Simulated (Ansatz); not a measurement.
Input and command of a plane-wave DFT calculation in Ansatz:

```yaml
crystal:
  lattice:
    - [-1.8637670976, 1.7271693706, 1.8606959823]
    - [1.7814044458, -1.4533773584, 1.5045413183]
    - [3.3085835349, 2.8439587205, 0.1914293605]
  atoms:
    - { symbol: Au, position: [0.0214636996, -0.0150895392, 0.0180642953] }
    - { symbol: Au, position: [0.4785363004, 0.5150895392, 0.4819357047] }
basis:
  ecutwfc: 420
kpoints:
  mp_grid: { grid: [12, 12, 8] }
hamiltonian:
  xc: pbesol
scf:
  occupations: { method: gaussian, width: 0.15 }
output:
  forces: true
  stress: true
  eigenvalues: true
relax:
  adjacent_minimum: "off"
  f_tol: 0.01
  max_steps: 80
  cell: { stress_tol: 0.1 }
```

```bash
ansatz run input.yaml --threads 1 --pin off --max-ram 2560MiB --backend cpu --events-out ev --progress --plain --runs-dir out
```

Processor: Arm Neoverse V1, 1 thread, on a host shared with other jobs.

Estimate time, memory and problem size.

About 5.7 min on 1 thread of Arm Neoverse V1 (shared host), peak memory 0.62 GiB. It solves 23 bands at 580 k points (the mesh reduced by the symmetry that the task leaves, which can be less than the crystal's) with about 669 plane waves (on the last cell), in 80 SCF iterations over 16 ionic steps.
